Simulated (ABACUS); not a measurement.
Worked example: self-consistent single point of SnSe2 (P-3m1, 6 atoms in the cell; from Materials Project mp-665, changed as shown) in ABACUS.

Level of theory: PBE, numerical atomic orbitals DZP (confined pseudo-atomic orbitals with Gaussian additions; energy shift 0.01 Ry), PseudoDojo 0.5 standard norm-conserving PBE (tails mended) pseudopotentials (ABACUS).

The change in words: lattice scaled by 0.98. Reference geometry (P-3m1):
```
CELL_PARAMETERS angstrom
      3.93372     0.00000     0.00000
      0.00000     6.81341     0.00000
      0.00000     0.00000     6.64089
ATOMIC_POSITIONS crystal
  Sn 0.00000 0.00000 0.00000
  Sn 0.50000 0.50000 0.00000
  Se 0.50000 0.16667 0.75710
  Se 0.00000 0.33333 0.24290
  Se 0.00000 0.66667 0.75710
  Se 0.50000 0.83333 0.24290
```

Reference input (self-consistent single point, DFT, PBE, numerical atomic orbitals DZP (confined pseudo-atomic orbitals with Gaussian additions; energy shift 0.01 Ry), PseudoDojo 0.5 standard norm-conserving PBE (tails mended) pseudopotentials): basis = DZP numerical atomic orbitals, energy shift 0.01 Ry; KPT = Gamma 6 4 4 0 0 0; basis_type = lcao; dft_functional = PBE; ecutwfc = 100 Ry; smearing_method = fd; smearing_sigma = 0.00367493 Ry; potentials = PseudoDojo 0.5 standard norm-conserving PBE (tails mended); symmetry = 1; symmetry_prec = 1e-05; ks_solver = genelpa; scf_nmax = 100. This run's input differs from it in these lines:

```diff
@@ -32,8 +32,8 @@
 LATTICE_CONSTANT
-7.433655
+7.284983
 
 LATTICE_VECTORS
-   1.0000000458    0.0000000000    0.0000000000
-   0.0000000000    1.7320509798    0.0000000000
-   0.0000000000    0.0000000000    1.6881963170
+   1.0000000038    0.0000000000    0.0000000000
+   0.0000000000    1.7320507442    0.0000000000
+   0.0000000000    0.0000000000    1.6881960258
 
@@ -46,3 +46,3 @@
    0.0000000000    0.0000000000    0.0000000000
-   1.9668605000    3.4067025000    0.0000000000
+   1.9275235000    3.3385685000    0.0000000000
 
@@ -51,6 +51,6 @@
 4
-   1.9668605000    1.1355697711    5.0278200903
-   0.0000000000    2.2711327289    1.6130729097
-   0.0000000000    4.5422722711    5.0278200903
-   1.9668605000    5.6778352289    1.6130729097
+   1.9275235000    1.1128583924    4.9272635825
+   0.0000000000    2.2257101076    1.5808114175
+   0.0000000000    4.4514268924    4.9272635825
+   1.9275235000    5.5642786076    1.5808114175
 # file: KPT
```

The program printed (abridged):

```
 SELF-CONSISTENT
 -------------------------------------------

                  longest orb rcut (Bohr) = 7.5
   longest nonlocal projector rcut (Bohr) = 2.66
                     search radius (Bohr) = 20.3

                          real space grid = [ 48, 81, 80 ]
                                 init_chg = atomic

 LCAO ALGORITHM --------------- ION=   1  ELEC=   1--------------------------------

 Density error is 0.0358597887993
 E_KohnSham     -1285.2603839527     -17486.8646354246
 E_Fermi        0.5562973336         7.5688135194

 LCAO ALGORITHM --------------- ION=   1  ELEC=   2--------------------------------

   [... lines left out ...]

   [... 6 blocks of this kind left out ...]

 LCAO ALGORITHM --------------- ION=   1  ELEC=   9--------------------------------

 Density error is 1.02923861062e-06
 E_KohnSham     -1285.2704588388     -17487.0017112828
 E_Fermi        0.5777095141         7.8601411804

 LCAO ALGORITHM --------------- ION=   1  ELEC=  10--------------------------------

 Density error is 2.38659438076e-07
 E_KohnSham     -1285.2704588388     -17487.0017112826
 E_KS(sigma->0) -1285.2704574597     -17487.0016925181
 E_entropy(-TS) -0.0000027583        -0.0000375290
 E_Fermi        0.5777102151         7.8601507177
 charge density convergence is achieved
 final etot is -17487.001711 eV
 EFERMI = 7.8601507177 eV

 STATE ENERGY(eV) AND OCCUPATIONS    NSPIN == 1
   [... 53 lines left out ...]

 TOTAL-FORCE (eV/Angstrom)
                       Sn1         0.0000000000         0.0000000000         0.0000000000
                       Sn2         0.0000000000         0.0000000000         0.0000000000
                       Se1         0.0000000000         0.0029625808        -0.3066971977
                       Se2         0.0000000000        -0.0030143435         0.3070169774
                       Se3         0.0000000000         0.0030143435        -0.3070169774
                       Se4         0.0000000000        -0.0029625808         0.3066971977

 TOTAL-STRESS (KBAR)
         9.9342879469         0.0000000000         0.0000000000
         0.0000000000         9.0965483313        -0.1740192446
         0.0000000000        -0.1740192446         8.2167142526
 TOTAL-PRESSURE: 9.082517 KBAR

 --------------------------------------------
 !FINAL_ETOT_IS -17487.0017112825516961 eV
 --------------------------------------------
```

The run converged in 10 iterations. Against the reference run the free energy drops by 10.6 meV/atom, the pressure goes from -2.66 to 0.91 GPa, the largest force goes from 0.192 to 0.307 eV/Å and the gap on the mesh goes from 0.717 to 0.813 eV.

The atom-centred basis is finite, which shifts total energies, pressures, gaps and forces against plane waves. The structure comes from a collection of computed structures, made at another level of theory; the collection holds predicted forms beside known ones. Its lattice was then scaled.

Cost on one core: very roughly 18 core-seconds.

The atomic orbitals were generated for these runs; they are not ABACUS's published sets and were checked against plane waves on a few crystals only.

“Tails mended”: in these copies of the files the far tail of each local potential was reset to the Coulomb form.
